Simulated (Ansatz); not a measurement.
**Calculated with Ansatz: VH4N2F2, settings compared**

Input:

```yaml
crystal:
  lattice:
    - [0.0, 3.0797603, 0.0]
    - [5.06846681, -1.53988015, 0.0]
    - [1.29415719, 0.0, -4.60012051]
  atoms:
    - { symbol: V, position: [0.0, 0.0, 0.0] }
    - { symbol: F, position: [0.8812, 0.7624, 0.7537] }
    - { symbol: F, position: [0.1188, 0.2376, 0.2463] }
    - { symbol: "N", position: [0.6067, 0.2134, 0.7706] }
    - { symbol: "N", position: [0.3933, 0.7866, 0.2294] }
    - { symbol: H, position: [0.61, 0.22, 0.566] }
    - { symbol: H, position: [0.39, 0.78, 0.434] }
    - { symbol: H, position: [0.701, 0.402, 0.7762] }
    - { symbol: H, position: [0.299, 0.598, 0.2238] }
  symmetry: { tolerance: 0.0003 }
kpoints:
  mp_grid: { grid: [6, 6, 4], shift: [0, 0, 0] }
magnetization:
  spin_polarized: false
scf:
  occupations: { method: fermi_dirac }
hamiltonian:
  pseudopotentials: { kind: paw }
  xc: r2scan
basis:
  ecutwfc: 500
output:
  forces: true
  stress: true
  eigenvalues: true
  write_density: true
  write_potential: true
  elf: true
  volumetric_format: npy
```

Run with:

```bash
ansatz run input.yaml --threads 1 --pin off --max-ram 2560MiB --backend cpu --events-out ev --progress --plain --runs-dir out
```

Origin of the cell: a known structure type with other elements, at an estimated volume, so it need not be a known compound.

The smearing width isn't typed, so it takes its default of 0.1 eV.

Output of this run (shortened):

```
Pseudopotentials: kind: paw
Pseudopotential: V, paw, valence charge 13, recommended cutoff 500 eV (meta_gga), V.paw.azcp
Pseudopotential: F, paw, valence charge 7, recommended cutoff 500 eV (meta_gga), F.paw.azcp
Pseudopotential: N, paw, valence charge 5, recommended cutoff 500 eV (meta_gga), N.paw.azcp
Pseudopotential: H, paw, valence charge 1, recommended cutoff 500 eV (meta_gga), H.paw.azcp
Functional definition: r2SCAN
  exchange = r2scan_x(k0 = k0, k1 = k1, a1 = a1)
  correlation = r2scan_c
Crystal: 9 atoms, lattice volume = 71.806 Å³
Basis set: ecut = 500 eV, 1841 PW (Γ), exchange–correlation on 96×160×144 points (64 copies of the dense FFT grid, shifted against one another)
Bands: 30, of which v1, the nominal top of the filled ones, is band 21 counted from 1 (20 counted from 0)
[… 14 lines left out …]
Initial density: superposition of atomic densities (neutral atoms: chi_scale 0, normalization atom), corrected by the library's trained network
Functional: x = r2scan, c = r2scan; τ floored in thin density (d = 2e-4 eV/Å³)
SCF iter   1: F=—  HF=-5374.581207 eV  Δρ=3.19e-2  dr2=9.75e-1  dr2_τ=6.77e-1  defer=21
SCF iter   2: F=—  HF=-5374.362603 eV  Δρ=2.08e-2  dr2=1.98e-1  dr2_τ=2.63e-2  defer=92
SCF iter   3: F=—  HF=-5374.335466 eV  Δρ=1.24e-2  dr2=1.26e-1  dr2_τ=5.11e-3  defer=91
SCF iter   4: F=—  HF=-5374.321065 eV  Δρ=5.60e-3  dr2=3.16e-2  dr2_τ=5.32e-4  defer=91
SCF iter   5: F=—  HF=-5374.316314 eV  Δρ=1.38e-3  dr2=1.46e-3  dr2_τ=3.08e-5  defer=91
SCF iter   6: F=—  HF=-5374.316357 eV  Δρ=2.57e-4  dr2=2.51e-5  dr2_τ=5.26e-6  defer=91
SCF iter   7: F=—  HF=-5374.316353 eV  Δρ=9.70e-5  dr2=2.72e-6  dr2_τ=2.15e-7  defer=91
SCF iter   8: F=—  HF=-5374.316353 eV  Δρ=2.98e-5  dr2=5.45e-7  dr2_τ=4.26e-8  defer=91
SCF iter   9: F=-5374.316353 eV  HF=-5374.316353 eV  Δρ=8.60e-6  dr2=1.52e-8  dr2_τ=1.98e-9
SCF 1 converged in 9 iterations: F = -5374.316353 eV  dr2 = 1.52e-8
SCF converged after 9 iterations
Free energy (F): -5374.316353 eV
Harris-Foulkes:  -5374.316353 eV  (|F-HF|=6.17e-10)
Internal energy: -5374.174028 eV  (E = F + TS)
E sigma→0 (E₀):  -5374.245191 eV
Entropy (-TS):   -0.142325 eV (-15.814 meV/atom)
Fermi energy:    5.192688 eV
--- Per-component energies (eV) ---
  E_band       = -477.864253
  E_kinetic    = 1075.941278
  E_local      = -3548.700259  (includes V_loc(G=0)·N_el)
  E_nonlocal   = 193.532613
  E_hartree    = 1388.490329
  E_xc         = -441.256293
  E_vxc        = -638.748834  (∫ρ·V_xc dr)
  E_paw        = -1784.273505  (= ΣΔE_a)
  E_vpaw       = -379.641789  (= ΣTr[D̂ρ^β])
  E_aug_tail   = 0.000317  (compensation charges beyond the density's cutoff)
  E_vtau       = 42.773283  (kinetic-family band-sum trace: ∫τ·v_τ [+ j·A + Jᵃ·Aᵃ] dr)
  E_ewald      = -2257.520816
  E_core_change = -0.387693  (= ΣΔE_core)
  E_smearing   = -0.142325  (= −TS)
  Σ components = -5374.316353   (vs F -5374.316353, Δ=0.00e0)
--- Forces (eV/Å), atoms counted from 1 ---
  atom   1  V      0.000000     0.000000     0.000000
[… 3 lines left out …]
  atom   5  N      1.531750     0.000000     1.379615
  atom   6  H     -0.900165     0.000000     2.312466
  atom   7  H      0.900165    -0.000000    -2.312466
  atom   8  H      2.874308     0.000000    -0.352712
  atom   9  H     -2.874308    -0.000000     0.352712
  max |Σ_I F_I| component: 4.44e-16 eV/Å
--- Stress (GPa, compression-positive) ---
       12.090156       0.000000       4.293905
        0.000000      -5.459982       0.000000
        4.293896       0.000000      11.597082
  P = ⅓ Tr σ = 6.0758 GPa (60.758 kbar)
```

The same input was run again with these changes:

1. `scf.lower_state_search` default → standard
2. `kpoints.mp_grid.grid` [6, 6, 4] → [3, 3, 2]
3. `scf.mixing.algorithm` default → msr1; `scf.mixing.beta` default → 0.05; `scf.mixing.ndim` default → 2; `accuracy` default → low; `scf.convergence.dr2_threshold` default → 1.0e-11
4. `accuracy` default → medium

| run | end | SCF iterations | P (GPa) | max force component (eV/Å) | moment (μB) | ΔE(σ→0) (meV/atom) |
| --- | --- | --- | --- | --- | --- | --- |
| base | converged | 9 | 6.08 | 2.874 | – | 0 |
| 1 | converged | 9 | 6.08 | 2.874 | – | 0.00 |
| 2 | converged | 9 | 5.77 | 2.812 | – | -0.03 |
| 3 | converged | 24 | 6.08 | 2.874 | – | -0.01 |
| 4 | converged | 9 | 6.08 | 2.874 | – | 0.00 |

Energies are compared only where functional, datasets, charge and starting cell are the same.

Not properties of the system: run 2 (too coarse or loose: `kpoints.mp_grid.grid` = [3, 3, 2]).

Caveats of the base run: no spin polarisation, so a magnetic state may lie lower; the k mesh is coarse if the cell is a metal.

Time of the base run: 35 s on 1 thread of Arm Neoverse N1 (shared host), peak memory 0.54 GiB, from the program's own first density.
